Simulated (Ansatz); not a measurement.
# Sc₃In: from a starting cell to a relaxed one

The start is a relaxed Sc3In cell with every coordinate shifted by Gaussian noise of σ = 0.3 Å. Cell shape, volume and atoms are optimised at zero target pressure with r2SCAN (plane waves to 500 eV, PAW, scalar-relativistic; Ansatz, an electronic-structure program). First-step values are on the input's coarse k-mesh.

Ansatz input (later rounds restart from its end on a renewed k-mesh):
Ansatz 0.2 input:
```yaml
crystal:
  lattice:
    - [4.5254546618, 0, 0]
    - [0, 4.5254546618, 0]
    - [0, 0, 4.5254546618]
  atoms:
    - { symbol: Sc, position: [0.4294189927, 0.5127308506, -0.0353119116] }
    - { symbol: Sc, position: [-0.0613485374, 0.5531241304, 0.5307639667] }
    - { symbol: Sc, position: [0.4817385326, 0.0040848335, 0.5584189765] }
    - { symbol: In, position: [-0.0414041414, -0.0280993885, -0.0526331602] }
basis: { ecutwfc: 500, ecutrho_ratio: 4, xc_grid: 4, fft_grid_basis: typed }
kpoints: { mp_grid: { grid: [7, 7, 7] } }
hamiltonian:
  xc: r2scan
  dispersion: none
  pseudopotentials: { kind: paw }
scf: { occupations: { method: fermi_dirac, width: 0.05 } }
relax: { f_tol: 0.01, max_steps: 100, cell: { stress_tol: 0.02 } }
output: { forces: true, stress: true }
```

| Quantity | Result |
|---|---|
| Initial pressure | +5.3 GPa (positive: the cell is compressed) |
| Energy released | 0.28 eV/atom |
| Relative to the parent | The parent structure is recovered, Pm-3m (No. 221) |
| Band gap at the end | zero (metallic) |
| Optimiser moves | 5 |

It ends as:

```cif
data_InSc3
_chemical_formula_sum 'Sc3 In1'
_space_group_name_H-M_alt 'Pm-3m'
_space_group_IT_number 221
_space_group_name_Hall '-P 4 2 3'
_cell_length_a 4.52530
_cell_length_b 4.52530
_cell_length_c 4.52530
_cell_angle_alpha 90.000
_cell_angle_beta 90.000
_cell_angle_gamma 90.000
loop_
_atom_site_label
_atom_site_type_symbol
_atom_site_symmetry_multiplicity
_atom_site_Wyckoff_symbol
_atom_site_fract_x
_atom_site_fract_y
_atom_site_fract_z
_atom_site_occupancy
Sc1 Sc 3 d 0.00000 0.00000 0.50000 1
In1 In 1 b 0.50000 0.50000 0.50000 1
```

Final values are on a 10×10×10 k-mesh of the relaxed cell. No spin polarisation in the result. A magnetic state may lie lower.

The cell that was disturbed is our relaxation of an entry of Materials Project.
